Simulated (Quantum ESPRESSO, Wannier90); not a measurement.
# Tight-binding from DFT: ZrN (rock salt)

```
CELL_PARAMETERS angstrom
      0.00000     2.29427     2.29427
      2.29427     0.00000     2.29427
      2.29427     2.29427     0.00000
ATOMIC_POSITIONS crystal
  Zr 0.50000 0.50000 0.50000
  N  0.00000 0.00000 0.00000
```

Structure: Materials Project mp-1352, symmetrised, not relaxed again. COD (Crystallography Open Database) has an entry of this formula and space group (matched by these alone). Method: PBEsol plane waves in Quantum ESPRESSO 7.5 (PseudoDojo norm-conserving files, 68 Ry, no spin polarisation, no spin-orbit coupling), Bloch states on a 12×12×12 mesh through Γ, Wannier90 4.0.1. Density: 12×12×12 mesh, cold smearing 0.01 Ry.

The plane-wave run has 22 bands and 17 electrons a cell. On the energy scale of pw.x, whose zero is arbitrary, the Fermi level lies at 17.56 eV.

Isolated groups of bands, relative to the Fermi level (bands from 6 on overlap up to the last one computed):

```json
[
 {"bands": "1", "from (eV)": "-49.43", "to (eV)": "-49.25", "filling": "filled", "weight on atomic waves": "Zr 4s 94 %"},
 {"bands": "2–4", "from (eV)": "-28.25", "to (eV)": "-27.08", "filling": "filled", "weight on atomic waves": "Zr 4p 96 %"},
 {"bands": "5", "from (eV)": "-16.16", "to (eV)": "-13.92", "filling": "filled", "weight on atomic waves": "N 2s 70 %, Zr 4d 16 %, Zr 5s 8 %"}
]
```

Input w.win, without the blocks of cell, atoms and k-points (1728 lines):

```
num_bands = 17
num_wann = 8
exclude_bands = 1-5
num_iter = 800
conv_tol = 1.0e-6
conv_window = 4
dis_num_iter = 1000
dis_conv_tol = 1.0e-6
dis_froz_max = 20.58
write_hr = true
write_u_matrices = true
begin projections
Zr: d
N: p
end projections
mp_grid = 12 12 12
```

wannier90.x stops with:
```
dis_windows: More states in the frozen window than target WFs
```
At some k-point more bands lie below dis_froz_max than there are Wannier functions, and every frozen state has to fit into the subspace. Mended as below, all else unchanged, the run goes through (Ω_I = 10.4 Å²) and follows the plane-wave bands to 1.8 meV rms (states up to 1.0 eV relative to the Fermi level).
```
dis_froz_max = 19.06
```
